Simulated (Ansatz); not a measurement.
SiO₂ — ¹⁷O nuclear quadrupole resonance

Cell: a COD entry (the cell was measured well above room temperature).

```cif
data_SiO2
_symmetry_space_group_name_H-M 'P4_12_12'
_symmetry_Int_Tables_number 92
_cell_length_a 4.9877
_cell_length_b 4.9877
_cell_length_c 6.9697
_cell_angle_alpha 90.000
_cell_angle_beta 90.000
_cell_angle_gamma 90.000
loop_
_atom_site_label
_atom_site_type_symbol
_atom_site_symmetry_multiplicity
_atom_site_Wyckoff_symbol
_atom_site_fract_x
_atom_site_fract_y
_atom_site_fract_z
Si Si 4 a 0.2949 0.2949 0.0000
O O 8 b 0.2416 0.0968 0.1747
```

One atom of each set is listed.

Method: Kohn–Sham DFT in Ansatz, PBE, plane waves and PAW, scalar-relativistic, 420 eV cutoff, Γ-centred 5×5×4 k-points, Fermi–Dirac smearing 0.02 eV.

¹⁷O: I = 5/2, Q = -25.58 mb (year-2017 value). Static lattice, zero field.

(1) The simulated lines lie at 0.851, 1.67 MHz. What are |C_Q|, η and |V_zz| at O?

## Answers

(1) For I = 5/2 and η = 0 the lines are 3|C_Q|/20 and twice that; η pulls their ratio below 2. Here |C_Q| = 5.59 MHz, η = 0.12 and |V_zz| = 9.03 × 10²¹ V/m². The calculation gives V_zz positive; the lines don't show the sign. The site has 2 Si at 1.59–1.60 Å, angle 148°.

At O V_zz runs parallel to the line that joins its two neighbours (within 1°).

The calculated pressure of 9 GPa (PBE) comes largely from the unrelaxed atoms: it is 1.0 GPa once they are relaxed in the same cell. The largest force is 0.7 eV/Å, so the atoms aren't at the calculated equilibrium and relaxing them would move these values.

The run took 15 s of wall time (15 s of CPU time) and 0.4 GiB at its peak, on 1 thread of Arm Neoverse V2 (aarch64; 8 cores open to the job, memory cap 2.5 GiB, no GPU), a shared host with a load of 0.7 a core.
